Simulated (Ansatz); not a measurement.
Pt:
```yaml
crystal:
  lattice:
    - [0.00000, 1.96997, 1.96997]
    - [1.96997, 0.00000, 1.96997]
    - [1.96997, 1.96997, 0.00000]
  atoms:
    - { symbol: Pt, position: [0.00000, 0.00000, 0.00000] }
```

Relaxed with r²SCAN. Special points in fractions of this cell's reciprocal vectors: Γ (0.000, 0.000, 0.000); X (0.500, 0.000, 0.500); U (0.625, 0.250, 0.625); K (0.375, 0.375, 0.750); L (0.500, 0.500, 0.500); W (0.500, 0.250, 0.750).

Problem. List the band energies nearest the Fermi level at these points for r²SCAN (plane waves, PAW; program Ansatz).

Solution. In eV from the Fermi level; about four levels below and three above (degenerate sets whole), none deeper than 8.9 eV; … stands for higher levels left out; points with the same levels are listed once.

```csv
k,below,above
Γ,-3.84 -3.84 -3.84 -1.72 -1.72,…
X,-7.14 -6.72 -0.06,0.51 0.51 1.99
U,-5.52 -2.86 -1.39 -0.16,6.08 …
L,-7.42 -3.93 -3.93 -0.22,0.02 0.02 …
W,-5.71 -4.60 -4.60 -2.06,0.51 7.45 …
```

Space group Fm-3m (fcc (Cu type)). Symmetry was held in the r²SCAN relaxation. The run is not spin-polarised. Spin–orbit coupling is left out wherever it is not named.

Potentials: the earlier of the program's two PAW sets.
